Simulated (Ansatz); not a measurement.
# What DFT gives for CaWI

```
Ca W I
1.0
     4.22482    0.00000    0.00000
     0.00000    4.22482    0.00000
     0.00000    0.00000    9.27883
Ca W I
2 2 2
Direct
  0.00000 0.50000 0.16000
  0.50000 0.00000 0.84000
  0.00000 0.00000 0.00000
  0.50000 0.50000 0.00000
  0.00000 0.50000 0.67500
  0.50000 0.00000 0.32500
```

Level: PBE, no spin polarisation; 420 eV; 8×8×4 Γ-centred mesh; fermi-dirac occupations (width 0.1 eV); Ansatz 0.2.0, fixed geometry.

**Stress.** The pressure is 10.9 GPa (compression positive), so with the atoms held at these fractions the cell would first expand; the forces are large, so a full relaxation may end otherwise. The principal stresses 6.3, 6.3, 20.1 GPa differ, so its shape would change too.
**Charges.** Bader charges in e: Ca +0.96, W -0.43, I -0.54. In the mean Ca gives up most and I takes most.
**Contacts.** Ca–W at 2.58 Å: least valence density 0.32 e/Å³ and ELF 0.13 there. W–W at 2.99 Å: least valence density 0.34 e/Å³ and ELF 0.47 there. I–Ca at 3.36 Å: least valence density 0.09 e/Å³ and ELF 0.06 there. Both are smooth PAW fields, read partly inside the augmentation spheres.
**Forces.** The largest is on Ca1 (and as large on other atoms): 7.03 eV/Å, components (0.00, 0.00, 7.03). It makes 125° with the line to a nearest neighbour, W3 at 2.58 Å.
**Electronic structure.** It is a metal, with about 9.8 states/eV a cell as the mean within 0.25 eV of the Fermi level, mostly W d (67 %) and I p (14 %).

Origin: a known structure type with other elements, at an estimated volume, so it need not be a known compound. Caveats: many states at the Fermi level without spin polarisation, so a magnetic state may lie lower; atoms or cell far from equilibrium.
